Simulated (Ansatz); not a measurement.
**Notes on Re₃Sb₂**

```yaml
crystal:
  lattice:
    - [4.48720, 0.00000, 0.00000]
    - [-2.24360, 3.88603, 0.00000]
    - [0.00000, 0.00000, 7.09413]
  atoms:
    - { symbol: Re, position: [0.33330, 0.66670, 0.63000] }
    - { symbol: Re, position: [0.66670, 0.33330, 0.37000] }
    - { symbol: Sb, position: [0.33330, 0.66670, 0.23500] }
    - { symbol: Sb, position: [0.66670, 0.33330, 0.76500] }
    - { symbol: Re, position: [0.00000, 0.00000, 0.00000] }
```

Single point in Ansatz 0.2.0 with r2SCAN, no spin polarisation. Cutoff 500 eV, PAW datasets, 9×9×5 Γ-centred k mesh, fermi-dirac filling (width 0.1 eV).

Question: Is the cell too large or too small?

Answer: The pressure is -24.0 GPa (compression positive), so with the atoms held at these fractions the cell would first shrink; the forces are large, so a full relaxation may end otherwise. The principal stresses -26.9, -22.6, -22.6 GPa differ, so its shape would change too.

Question: Give the Bader charges.

Answer: Bader charges in e: Re +0.00 to +0.06, Sb -0.03. In the mean Re gives up most and Sb takes most.

Question: Describe some of the short contacts.

Answer: Re–Sb at 2.76 Å: least valence density 0.43 e/Å³ and ELF 0.53 there. Re–Re at 3.18 Å: least valence density 0.26 e/Å³ and ELF 0.50 there. These are pseudo-fields; inside the PAW spheres they differ from the all-electron ones.

Question: What happens at the Fermi level?

Answer: It is a metal, with about 11 states/eV a cell as the mean within 0.25 eV of the Fermi level, mostly Re d (91 %).

Origin: a known structure type with other elements, at an estimated volume, so it need not be a known compound. Caveats: many states at the Fermi level without spin polarisation, so a magnetic state may lie lower; atoms or cell far from equilibrium.

Cost: 110 s on 1 thread of Arm Neoverse V1 (shared host), peak memory 0.97 GiB (start from a saved density). The time holds forces, stress, Bader, DOS, bands, ELF.
